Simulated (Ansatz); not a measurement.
Cu$_{3}$Sn:
```yaml
crystal:
  lattice:
    - [5.51483, 0.00000, 0.00000]
    - [-2.75741, 4.77598, 0.00000]
    - [0.00000, 0.00000, 4.26623]
  atoms:
    - { symbol: Cu, position: [0.15538, 0.84462, 0.75000] }
    - { symbol: Cu, position: [0.84462, 0.15538, 0.25000] }
    - { symbol: Cu, position: [0.31076, 0.15538, 0.25000] }
    - { symbol: Cu, position: [0.68924, 0.84462, 0.75000] }
    - { symbol: Cu, position: [0.15538, 0.31076, 0.75000] }
    - { symbol: Cu, position: [0.84462, 0.68924, 0.25000] }
    - { symbol: Sn, position: [0.33333, 0.66667, 0.25000] }
    - { symbol: Sn, position: [0.66667, 0.33333, 0.75000] }
```

Relaxed with r²SCAN. Special points in fractions of this cell's reciprocal vectors: Γ (0.000, 0.000, 0.000); M (0.500, 0.000, 0.000); K (0.333, 0.333, 0.000); A (0.000, 0.000, 0.500); L (0.500, 0.000, 0.500); H (0.333, 0.333, 0.500).

Problem. List the band energies nearest the Fermi level at these points for DFT-r²SCAN in the program Ansatz with PAW potentials.

Solution. In eV from the Fermi level; about four levels below and three above (degenerate sets whole), none deeper than 8.9 eV; points with the same levels are listed once.

```tsv
k	below	above
Γ	-1.80 -1.80 -1.01 -1.01	1.23 3.27 4.93 4.93
M	-2.60 -2.41 -2.28 -1.85	0.24 0.40 1.02
K	-2.68 -2.68 -2.29 -0.30 -0.30	0.16 0.94 0.94
A	-1.89 -1.89 -1.89 -1.89 -1.76 -1.76	0.61 0.61 1.97 1.97 1.97 1.97
L	-1.52 -1.52 -1.36 -1.36	4.39 4.39 4.61 4.61
H	-2.40 -2.40 -2.23 -2.23	0.79 0.79 2.54 2.54
```

Space group P6_3/mmc. The workflow started from a Materials Project entry (that database holds measured and hypothetical structures alike); the Crystallography Open Database copy checked does not list it. COD files the formula under space group No. 59, 63, so this cell is another polymorph or a model. Its standing as an ambient phase is unchecked. The r²SCAN relaxation kept the symmetry of its start; its stability against distortions is not shown here. No spin polarisation was allowed. Scalar-relativistic: spin–orbit coupling is off unless named, which matters more the heavier the elements.

Potentials: the later of the program's two PAW sets.
